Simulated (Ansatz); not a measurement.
**Stationary points along a deformation path in InSb3**

These are results of DFT PBEsol, scalar-relativistic, plane waves, PAW (Ansatz 0.2.0), not measurements. Settings: plane waves to 420 eV, k-mesh 12×12×12 (Γ-centred), Gaussian smearing 0.15 eV. No spin polarisation. Energies are free energies at this smearing, counted from the undisturbed cell; pressure is positive in compression.

Zero of the scan (relaxed at this level; it needn't be the usual structure):

```xyz
4
Lattice="4.7282 0.0000 0.0000 0.0000 4.7282 0.0000 0.0000 0.0000 4.7282" Properties=species:S:1:pos:R:3 pbc="T T T"
In    0.0000    0.0000    0.0000
Sb    2.3641    0.0000    2.3641
Sb    0.0000    2.3641    2.3641
Sb    2.3641    2.3641    0.0000
```

At fixed volume and fractional coordinates, lengths along (0.000, 0.000, 1.000) are scaled against those across it; ρ is that ratio over its starting value. V = 26.426 Å³/atom. Δσ is the stress along the axis less the mean stress across it (compression positive).

```csv
ρ,ΔE (meV/atom),Δσ (GPa),space group
0.707,-32.2,0.34,P4/mmm
0.780,-20.9,-1.51,P4/mmm
0.850,-7.2,-1.39,P4/mmm
1.000,0.0,0.00,Pm-3m
1.200,5.3,-0.98,P4/mmm
1.300,20.4,-2.50,P4/mmm
1.414,58.6,-6.36,P4/mmm
```

Question: How does the stress give the slope of the energy, and where is the energy stationary?

Answer: Along the path d ln(length) is 2/3 d ln ρ on the axis and −1/3 d ln ρ across it, so dE/d ln ρ = −(2/3) V Δσ: the energy falls with ρ where Δσ is positive. Δσ vanishes or changes sign between ρ = 0.707 and 0.780, a minimum (near 0.72 by linear interpolation); at ρ = 1.000 (Pm-3m), a stationary point at 0.0 meV/atom. Pairs of stationary points between two samples would go unseen, and could change a minimum read from distant neighbours into a maximum. At ρ = 1.000 the cell is cubic, where symmetry alone makes the stress isotropic and the slope zero.

Question: Is the start the lowest point of the path?

Answer: No: ρ = 0.707 lies 32.2 meV/atom lower, with no sampled rise above the start on the way. Volume and inner coordinates are held, so a relaxed structure there would lie lower still.

In a metal these slopes depend on the k mesh and the smearing.

Cost: 7 runs of about 8.2 core-minutes in all, on Intel Xeon Processor @ 2.50GHz (Skylake/Cascade Lake) (shared hosts).